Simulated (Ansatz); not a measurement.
TiTe₂:
```
CELL_PARAMETERS angstrom
      1.84683     1.06627     6.54447
     -1.84683     1.06627     6.54447
      0.00000    -2.13253     6.54447
ATOMIC_POSITIONS crystal
  Ti 0.00043 0.00043 0.00043
  Te 0.75639 0.75639 0.75639
  Te 0.57648 0.57648 0.57648
```

Relaxed with PBE+D3(BJ). Special points in fractions of this cell's reciprocal vectors: Γ (0.000, 0.000, 0.000); T (0.500, 0.500, 0.500); H2 (0.816, 0.184, 0.500); H0 (0.500, -0.184, 0.184); L (0.500, 0.000, 0.000); S0 (0.342, -0.342, 0.000); S2 (0.658, 0.000, 0.342); F (0.500, 0.000, 0.500).

**Question.** List the band energies nearest the Fermi level at these points for DFT-PBE+D3(BJ) in the program Ansatz with PAW potentials.

**Answer.** In eV from the Fermi level; about four levels below and three above (degenerate sets whole), none deeper than 8.9 eV; points with the same levels are listed once.

```csv
k,below,above
Γ,-0.93 -0.93 -0.24 -0.24,0.49 0.93 2.49 2.49
T,-1.01 -1.01 -0.14 -0.14,1.23 2.65 2.65
H2,-3.64 -2.99 -2.30 -1.00,0.70 1.47 2.03
L,-1.69 -0.71 -0.36 -0.03,1.62 1.86 2.81
S0,-3.68 -2.94 -2.33 -1.00,0.71 1.45 2.06
F,-1.47 -1.37 -0.91 -0.03,1.56 1.91 2.73
```

Space group R3m. The cell is a constructed one: a structure type filled with these elements; neither database checked (COD, Materials Project) lists it. COD files the formula under space group No. 164. Its standing as an ambient phase is unchecked. The cell was relaxed with PBE+D3(BJ) under the symmetry of its start; whether a distortion lowers the energy is not shown. No spin polarisation was allowed. Scalar-relativistic: spin–orbit coupling is off unless named, which matters more the heavier the elements.

Potentials: the later of the program's two PAW sets.
